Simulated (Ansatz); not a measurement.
A plane-wave DFT run in Ansatz 0.2.0 (scalar-relativistic PAW potentials unless the input names others): input and command.

```yaml
crystal:
  lattice:
    - [4.6433174325, 0.0, 0.0]
    - [0.0, 4.6433174325, 0.0]
    - [0.0, 0.0, 2.9638683199]
  atoms:
    - { symbol: Ti, position: [0.5, 0.5, 0.0] }
    - { symbol: Ti, position: [0.0, 0.0, 0.5] }
    - { symbol: O, position: [0.6948714799, 0.6948714799, 0.5] }
    - { symbol: O, position: [0.8051285201, 0.1948714799, 0.0] }
    - { symbol: O, position: [0.1948714799, 0.8051285201, 0.0] }
    - { symbol: O, position: [0.3051285201, 0.3051285201, 0.5] }
basis:
  ecutwfc: "33.1 Ry"
kpoints:
  mp_grid: { grid: [6, 6, 10], shift: [0.5, 0.5, 0.5] }
hamiltonian:
  xc: pbe
scf:
  occupations: { method: gaussian, width: 0.02 }
output:
  forces: true
  eigenvalues: true
  stress: true
```

```bash
ansatz run input.yaml --threads 8 --pin off --max-ram 20480MiB --backend cpu --events-out ev --progress --plain --runs-dir out
```

Abridged log:
```
Pseudopotentials: kind: paw
Pseudopotential: Ti, paw, valence charge 12, recommended cutoff 420 eV (normal)
Pseudopotential: O, paw, valence charge 6, recommended cutoff 420 eV (normal)
Functional definition: PBE
Crystal: 6 atoms, lattice volume = 63.902 Å³
Basis set: ecut = 450.34844237 eV, 1391 PW (Γ), exchange–correlation on 72×72×48 points (8 copies of the dense FFT grid, shifted against one another)
Bands: 30, of which v1, the nominal top of the filled ones, is band 24 counted from 1 (23 counted from 0)
Symmetry: 16 space group operations
Space group: P42/mnm (ITA 136), of the structure as read, at distance tolerance 4.0e-5 Å
k-points: 30 of 360
Initial density: superposition of atomic densities (neutral atoms: chi_scale 0, normalization atom), corrected by the library's trained network
Initial wavefunctions: pseudopotential atomic-orbital guess
Functional: x = pbe(κ = 0.804, μ = 0.21951497), c = pbe(β = 0.06672455)
SCF iter   1: F=—  HF=-7277.321257 eV  |F-HF|=—  |Δ(HF+E_count)|=         —  Δρ=2.30e-3  dr2=2.07e-3  ethr=1.77e-3  ⟨swp⟩=5.8  Hψ=3677  notcnv=0
SCF iter   2: F=—  HF=-7277.321999 eV  |F-HF|=—  |Δ(HF+E_count)|=   7.42e-4  Δρ=1.39e-3  dr2=5.77e-4  ethr=4.31e-6  ⟨swp⟩=2.6  Hψ=1750  notcnv=0  defer=40
SCF iter   3: F=—  HF=-7277.322247 eV  |F-HF|=—  |Δ(HF+E_count)|=   2.48e-4  Δρ=6.89e-4  dr2=1.79e-4  ethr=1.20e-6  ⟨swp⟩=2.0  Hψ=1358  notcnv=0  defer=11
automatic band count: iteration 3 solves 29 bands in place of 30: the levels show a gap, and the empty bands left out lie too high to hold charge; the band table lists the bands solved (type scf.n_extra_bands for more)
SCF iter   4: F=—  HF=-7277.322397 eV  |F-HF|=—  |Δ(HF+E_count)|=   1.50e-4  Δρ=1.54e-4  dr2=1.30e-5  ethr=3.74e-7  ⟨swp⟩=2.3  Hψ=1327  notcnv=0  defer=11
SCF iter   5: F=—  HF=-7277.322442 eV  |F-HF|=—  |Δ(HF+E_count)|=   4.48e-5  Δρ=3.58e-5  dr2=8.57e-7  ethr=2.71e-8  ⟨swp⟩=2.0  Hψ=1221  notcnv=0  defer=11
SCF iter   6: F=-7277.322442 eV  HF=-7277.322442 eV  |F-HF|=7.05e-8  |Δ(HF+E_count)|=   2.84e-7  Δρ=1.08e-5  dr2=8.95e-8  ethr=2.08e-10  ⟨swp⟩=4.1  Hψ=3643  notcnv=0
SCF 1 converged in 6 iterations: F = -7277.322442 eV  dr2 = 8.95e-8
SCF converged after 6 iterations
Free energy (F): -7277.322442 eV
Harris-Foulkes:  -7277.322442 eV  (|F-HF|=7.05e-8)
Internal energy: -7277.322442 eV  (E = F + TS)
E sigma→0 (E₀):  -7277.322442 eV
Fermi energy:    9.708417 eV
--- Forces (eV/Å), atoms counted from 1 ---
  atom   1  Ti     0.00000000     0.00000000     0.00000000
  atom   2  Ti     0.00000000     0.00000000     0.00000000
  atom   3  O      0.00009997     0.00009997     0.00000000
  atom   4  O     -0.00009997     0.00009997     0.00000000
  atom   5  O      0.00009997    -0.00009997     0.00000000
  atom   6  O     -0.00009997    -0.00009997     0.00000000
--- Stress (GPa, compression-positive) ---
        0.018945       0.000000       0.000000
        0.000000       0.018945       0.000000
        0.000000       0.000000       0.007726
  P = ⅓ Tr σ = 0.0152 GPa (0.152 kbar)
```

Apart from outputs, empty bands and the relaxation, which only the reference makes, the input differs from a reference run on usual settings in kpoints.mp_grid.shift: not typed → [0.5, 0.5, 0.5]; basis.ecutwfc: 420 → "33.1 Ry". The reference, at the same geometry, ended its own course with pressure 0.01 GPa, largest force 0.000 eV/Å, gap on the mesh 1.86 eV. This run converged in 6 SCF iterations with an energy at zero smearing 2.87 meV/atom below the reference's, pressure 0.02 GPa, largest force 0.000 eV/Å, gap on the mesh 2.00 eV.

The run took 0.37 s on 8 threads of Intel(R) Xeon(R) 6975P-C (Granite Rapids) (shared host), peak memory 0.5 GiB.